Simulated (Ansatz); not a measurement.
LaF:
```
CELL_PARAMETERS angstrom
      1.97612     1.14092     6.66775
     -1.97612     1.14092     6.66775
      0.00000    -2.28183     6.66775
ATOMIC_POSITIONS crystal
  La 0.09062 0.09062 0.09062
  La 0.90938 0.90938 0.90938
  F  0.37174 0.37174 0.37174
  F  0.62826 0.62826 0.62826
```

Relaxed with DFT-r²SCAN+D4 in the program Ansatz with PAW potentials. Indices refer to the conventional cell of R-3m, a = b = 3.952 Å, c = 20.003 Å, α = β = 90.00°, γ = 120.00°.

### Question
Simulate the powder diffraction pattern (neutron, λ = 1.5401 Å; lines above 1 %) up to 2θ = 90°.

### Answer
Simulated powder pattern, neutron, λ = 1.5401 Å (kinematic, ideal powder, no thermal factors, coherent scattering alone; the 30 strongest lines at most, above 1 %, up to 2θ = 90°):

```tsv
2θ (°)	d (Å)	I/Imax (%)	hkl
13.26	6.668	14	(0003)
26.39	3.374	11	(1 0 -1 1)
26.71	3.334	20	(0006)
27.51	3.238	11	(0 1 -1 2)
31.64	2.825	100	(1 0 -1 4)
34.44	2.601	13	(0 1 -1 5)
41.10	2.194	51	(1 0 -1 7)
44.84	2.019	8.1	(0 1 -1 8)
45.87	1.976	82	(1 1 -2 0)
47.96	1.895	7.6	(1 1 -2 3)
52.96	1.727	11	(1 0 -1 10)
53.87	1.700	34	(1 1 -2 6)
56.79	1.619	36	(0 2 -2 4)
57.31	1.606	50	(0 1 -1 11)
58.60	1.573	5.3	(2 0 -2 5)
63.27	1.468	25	(0 2 -2 7)
66.09	1.412	4.4	(2 0 -2 8)
66.56	1.403	9.7	(1 0 -1 13)
70.54	1.334	7.6	(0 0 0 15)
72.62	1.300	6.8	(0 2 -2 10)
73.77	1.283	4.3	(1 2 -3 2)
75.88	1.252	48	(2 1 -3 4)
76.32	1.246	34	(2 0 -2 11)
77.45	1.231	7.2	(1 2 -3 5)
81.60	1.179	37	(2 1 -3 7)
84.16	1.149	6.5	(1 2 -3 8)
84.60	1.144	7.3	(0 2 -2 13)
84.90	1.141	34	(3 0 -3 0)
87.58	1.113	18	(0 1 -1 17)
88.31	1.105	36	(1 1 -2 15)
```

The start of the workflow was typed in or built on a structure type; neither database checked (COD, Materials Project) lists it. Whether it is the stable phase at ambient conditions was not checked. Symmetry was held in the r²SCAN+D4 relaxation; its stability against distortions is not shown here. Spin–orbit coupling is left out wherever it is not named.

Potentials: the earlier of the program's two PAW sets. The files were generated under PBE; for other functionals the program regenerates the frozen cores, and for LDA and PBEsol the local potential too.
